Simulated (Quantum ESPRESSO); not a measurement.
pw.x input (Quantum ESPRESSO 7.5; PBEsol, PseudoDojo standard norm-conserving files, fully relativistic):

```
&CONTROL
  calculation = 'scf'
  pseudo_dir = './pseudo'
  outdir = './out'
  tprnfor = .true.
  tstress = .true.
/
&SYSTEM
  ibrav = 0
  nat = 2
  ntyp = 2
  ecutwfc = 80.0
  ecutrho = 320.0
  occupations = 'smearing'
  smearing = 'fd'
  degauss = 0.002
  nbnd = 33
  noncolin = .true.
  lspinorb = .true.
/
&ELECTRONS
  conv_thr = 2e-10
/
ATOMIC_SPECIES
In 114.8180 In.upf
Sb 121.7600 Sb.upf
CELL_PARAMETERS angstrom
  0.000000000000   3.261744413000   3.261744413000
  3.261744413000   0.000000000000   3.261744413000
  3.261744413000   3.261744413000   0.000000000000
ATOMIC_POSITIONS crystal
In   0.000000000000   0.000000000000   0.000000000000
Sb   0.750000000000   0.750000000000   0.750000000000
K_POINTS automatic
8 8 8 0 0 0
```

End of the output:

```

[...]
     the Fermi energy is     7.5306 ev
!    total energy              =    -313.98307291 Ry
     estimated scf accuracy    <          3.9E-11 Ry
     smearing contrib. (-TS)   =      -0.00001129 Ry
     internal energy E=F+TS    =    -313.98306162 Ry
     The total energy is F=E-TS. E is the sum of the following terms:
     one-electron contribution =    -146.68762221 Ry
     hartree contribution      =      89.08935175 Ry
     xc contribution           =     -84.47870744 Ry
     ewald contribution        =    -171.90608373 Ry
     convergence has been achieved in   8 iterations
     Forces acting on atoms (cartesian axes, Ry/au):
     atom    1 type  1   force =     0.00000000    0.00000000    0.00000000
     atom    2 type  2   force =     0.00000000    0.00000000    0.00000000
     Total force =     0.000000     Total SCF correction =     0.000000
     Computing stress (Cartesian axis) and pressure
          total   stress  (Ry/bohr**3)                   (kbar)     P=       -0.44
  -0.00000302   0.00000000   0.00000000           -0.44        0.00        0.00
   0.00000000  -0.00000302   0.00000000            0.00       -0.44        0.00
   0.00000000   0.00000000  -0.00000302            0.00        0.00       -0.44
```

Geometry relaxed with PBEsol.
